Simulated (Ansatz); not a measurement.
Mo (hcp (Mg type), P6_3/mmc) under volume change, PBEsol (plane waves, PAW; program Ansatz), shape and atoms relaxed at each volume.

```csv
V (Å³/atom),E − E(relaxed) (meV/atom),P (GPa)
14.207,116.3,28.58
14.675,49.0,17.66
15.143,11.6,8.16
15.612,0.0,0.01
16.080,10.5,-6.98
16.548,39.8,-12.97
17.017,85.4,-18.10
```

What does a third-order Birch–Murnaghan fit give for V₀, B₀ and B′?

V₀ = 15.61 Å³/atom, B₀ = 250 GPa, B′ = 4.0.

The start of the workflow was typed in or built on a structure type; the Crystallography Open Database copy checked does not list it. It is not the phase usual at ambient conditions (space group No. 229). Symmetry was held in the PBEsol relaxation; phonons show weakly imaginary modes. No spin polarisation was allowed.

Potentials: the later of the program's two PAW sets.
